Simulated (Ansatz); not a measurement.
**AlRu (Pm-3m), a vibration from a frozen displacement**

All numbers below come from Ansatz, DFT PBEsol, scalar-relativistic, plane waves, PAW. Settings: plane waves to 420 eV, k-mesh 16×16×16 (Γ-centred), Gaussian smearing 0.15 eV. No spin polarisation. Energies are free energies at this smearing, counted from the undisturbed cell; pressure is positive in compression.

Zero of the scan (as given, not relaxed at this level; it stands at -3.2 GPa, and it needn't be the usual structure):

```xyz
2
Lattice="2.9916 0.0000 0.0000 0.0000 2.9916 0.0000 0.0000 0.0000 2.9916" Properties=species:S:1:pos:R:3 pbc="T T T"
Al    0.0000    0.0000    0.0000
Ru    1.4958    1.4958    1.4958
```

Every Al atom is moved by x along the Cartesian unit vector (0.000, 1.000, 0.000); the cell and all other atoms stay fixed. The cell's volume is 26.77 Å³; the moved atoms weigh 26.982 u together and the others 101.070 u. Some rows repeat others by symmetry and weren't run.

```csv
x (Å),ΔE (meV/cell),total force on the moved atoms along the move (eV/Å),pressure (GPa)
-0.1000,37.96,0.7584,-2.4714
-0.0875,29.07,0.6639,-2.6492
-0.0750,21.36,0.5693,-2.8035
-0.0625,14.84,0.4746,-2.9342
-0.0500,9.50,0.3798,-3.0413
-0.0375,5.34,0.2849,-3.1246
-0.0250,2.38,0.1900,-3.1842
-0.0125,0.59,0.0950,-3.2199
0.0000,0.00,0.0000,-3.2319
0.0125,0.59,-0.0950,-3.2199
0.0250,2.38,-0.1900,-3.1842
0.0375,5.34,-0.2849,-3.1246
0.0500,9.50,-0.3798,-3.0413
0.0625,14.84,-0.4746,-2.9342
0.0750,21.36,-0.5693,-2.8035
0.0875,29.07,-0.6639,-2.6492
0.1000,37.96,-0.7584,-2.4714
```

What frequency belongs to this motion?

The force constant is k = −dF/dx = 7.600 eV/Å², from the parabola through x = -0.0125, 0 and 0.0125. In every cell the moved atoms swing against the rest, so the mass is μ = m₁m₂/(m₁ + m₂) = 21.296 u, and ν̃ = 521.5 cm⁻¹ × √(|k|/μ) = 312 cm⁻¹, at this cell's pressure of -3.2 GPa. To first order in x, and within 1 %, the force on every atom lies along the move and, within each of the two groups, in proportion to the atom's mass, so this is itself a mode at the zone centre of this cell.

How far does the harmonic law reach?

At x = -0.100 Å, kx²/2 = 38.00 meV against the computed 37.96 meV (-0.1 %): the well is still close to harmonic there.

The pressure changes with x². What does that say about the frequency under compression?

With E = k(V)x²/2, k ∝ V^(−2γ) and x scaling with the cell as V^(1/3), P − P0 = −∂E/∂V = (2γ − 2/3) ΔE/V. At x = 0.0250 Å, V(P − P0) = 26.77 × 0.04768 / 160.2 eV = 7.97 meV and ΔE = 2.38 meV, so γ = 1/3 + V(P − P0)/(2ΔE) = 2.01. This is the Grüneisen parameter of the motion under uniform scaling of the cell: shrinking the cell evenly by 1 % in volume raises the frequency by about 2.01 %.

In a metal these slopes depend on the k mesh and the smearing.